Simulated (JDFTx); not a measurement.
All numbers are PBE, GBRV ultrasoft potentials, plane waves to 20/100 Ha results from JDFTx (a modified build), not measurements. Ge(111) slabs (Fd-3m, lattice of mp-32, not re-optimised; (1×1) cell, 6×6×1 k mesh, no spin polarisation) with every dangling bond capped by CH3, relaxed in vacuum within the start's symmetry. d is the distance between the outermost substrate planes. These are Kohn-Sham edges of the slab on its k mesh, not quasiparticle energies; surface states and confinement enter them. Spin-orbit coupling is left out, which can move the edges for the heavier elements here.

```tsv
planes	d (Å)	1/d (Å⁻¹)	gap on the mesh (eV)
4	4.14	0.2415	0.67
6	7.45	0.1342	withheld
8	10.73	0.0932	0.38
10	14.01	0.0714	0.30
```

Question: Fit y = A/d + y∞ to the other rows by least squares, predict the withheld value, and compare with the run.

Answer: The fit gives A (eV Å) = 2.10, y∞ (eV) = 0.166, with a root-mean-square miss of 0.014 eV on its own rows. It predicts 0.45 eV; the run gives 0.47 eV, a miss of 0.02 eV.
